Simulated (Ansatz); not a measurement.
## C: computed property card

C:
```
C
1.0
    4.43605     0.00000     0.00000
   -2.21802     3.84173     0.00000
    0.00000     0.00000     2.52196
C
6
Direct
  0.44790   0.89579   0.25000
  0.10421   0.55210   0.25000
  0.44790   0.55210   0.25000
  0.55210   0.10421   0.75000
  0.89579   0.44790   0.75000
  0.55210   0.44790   0.75000
```

Space group P6_3/mmc (No. 194); conventional cell a = 4.4360 Å, b = 4.4360 Å, c = 2.5220 Å, α = 90.00°, β = 90.00°, γ = 120.00°.

Method: the program Ansatz at the r²SCAN level (PAW). Structure relaxed to zero pressure with the same functional. Other levels are named where they apply.

Cell and energy:

- Volume per atom = 7.16 Å³
- Density = 2.78 g/cm³

Electronic structure:

- Band gap = 2.44 eV (direct)
- Valence-band maximum = at Γ
- Conduction-band minimum = at Γ
- Electron effective mass = 0.13, 0.13, 1.2 mₑ (principal values)
- Hole effective mass, band 1 of 2 at the edge = 0.47 along x, 0.85 along z (mₑ)
- Hole effective mass, band 2 of 2 at the edge = 0.11 along x, 0.85 along z (mₑ)
- HSE06 gap on the r²SCAN cell = 3.33 eV

Mechanics:

- Bulk modulus (Birch–Murnaghan fit): 3290 kbar
- Pressure derivative B′: 3.6
- Elastic constants (relaxed ions, GPa): C11 = 604, C12 = 218, C13 = 83.4, C33 = 1080, C44 = 381
- Mechanical stability: stable (all eigenvalues of C positive)
- Hill bulk and shear moduli: 334 and 298 GPa
- Young's modulus: 689 GPa
- Poisson's ratio: 0.16
- Debye temperature from the elastic constants: 1760 K

The start of the workflow was typed in or built on a structure type. Its sites differ from those of the usual phase in this space group: another stacking or structure type. The cell was relaxed with r²SCAN under the symmetry of its start; whether a distortion lowers the energy is not shown.

Potentials: the earlier of the program's two PAW sets.
